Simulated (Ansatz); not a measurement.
YHg:
```
YHg
1.0
    3.70474     0.00000     0.00000
    0.00000     3.70474     0.00000
    0.00000     0.00000     3.70474
Y Hg
1 1
Direct
  0.50000   0.50000   0.50000
  0.00000   0.00000   0.00000
```

Relaxed with r²SCAN. Special points in fractions of this cell's reciprocal vectors: Γ (0.000, 0.000, 0.000); X (0.000, 0.500, 0.000); M (0.500, 0.500, 0.000); R (0.500, 0.500, 0.500).

List the band energies nearest the Fermi level at these points for plane-wave PAW r²SCAN (Ansatz code).

In eV from the Fermi level; about four levels below and three above (degenerate sets whole), none deeper than 8.9 eV; points with the same levels are listed once.

```json
[
 {"k": "Γ", "below": "-8.21 -8.21 -7.61 -7.61 -7.61", "above": "0.36 0.36 3.92 3.92 3.92"},
 {"k": "X", "below": "-7.73 -7.73 -7.55 -5.38 -3.78", "above": "0.14 1.07 1.07"},
 {"k": "M", "below": "-7.20 -4.83 -0.78 -0.78", "above": "0.65 2.95 2.95"},
 {"k": "R", "below": "-2.15 -2.15 -2.15 -2.10", "above": "4.96 4.96 5.58 5.58 5.58"}
]
```

Space group Pm-3m (CsCl type). The workflow started from a Materials Project entry (that database holds measured and hypothetical structures alike); the Crystallography Open Database files this formula in space group No. 221, but the cells were not matched. Whether it is the stable phase at ambient conditions was not checked. Symmetry was held in the r²SCAN relaxation; its stability against distortions is not shown here. The run is not spin-polarised. Spin–orbit coupling is left out wherever it is not named.

Potentials: the later of the program's two PAW sets.
